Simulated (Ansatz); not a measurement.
RhPb: pressure against volume

A database entry relaxed whole under r2SCAN (P6/mmm):

```
Rh Pb
1.0
     5.70809    0.00000    0.00000
    -2.85405    4.94335    0.00000
     0.00000    0.00000    4.45595
Rh Pb
3 3
Direct
  0.50000 0.00000 0.00000
  0.50000 0.50000 0.00000
  0.00000 0.50000 0.00000
  0.33333 0.66667 0.50000
  0.66667 0.33333 0.50000
  0.00000 0.00000 0.00000
```

The cell was scaled uniformly, its shape held, and the atoms relaxed at each volume with plane-wave PAW DFT (Ansatz 0.2.0; r2SCAN, 500 eV, 7×7×8 Γ-centred mesh, fermi-dirac occupations of width 0.100 eV; no spin, no spin-orbit coupling). One row is withheld.

```csv
volume (Å³/atom),energy over the lowest (meV/atom),pressure (GPa)
19.698,33.0,9.07
20.117,13.9,5.66
20.537,3.3,2.66
20.956,0.0,0.01
21.375,3.3,-2.32
21.794,?,?
22.213,26.3,-6.17
```

Task: Fit the pressures of the other rows to the third-order Birch-Murnaghan form.

Result: With f = [(V₀/V)^(2/3) − 1]/2 and P = 3B₀f(1 + 2f)^(5/2)[1 + 3(B₀′ − 4)f/2], least squares gives V₀ = 20.96 Å³ an atom, B₀ = 124 GPa and B₀′ = 5.3; the rows miss the fit by less than 0.01 GPa. The slope of the energies differs from these pressures by 0.08 GPa, since they are taken to zero smearing while pressures follow the free energy.

Task: What does the withheld row hold?

Result: The fit gives -4.37 GPa at 21.794 Å³; the run gave -4.37 GPa and 12.2 meV an atom.

Caveats: the shape of the cell was held, so B₀ is an upper bound where the axes differ in stiffness; 0 K, fixed nuclei; the symmetry was kept, and this need not be the phase that is stable at 0 K; one mesh for all volumes; pressure is positive in compression.
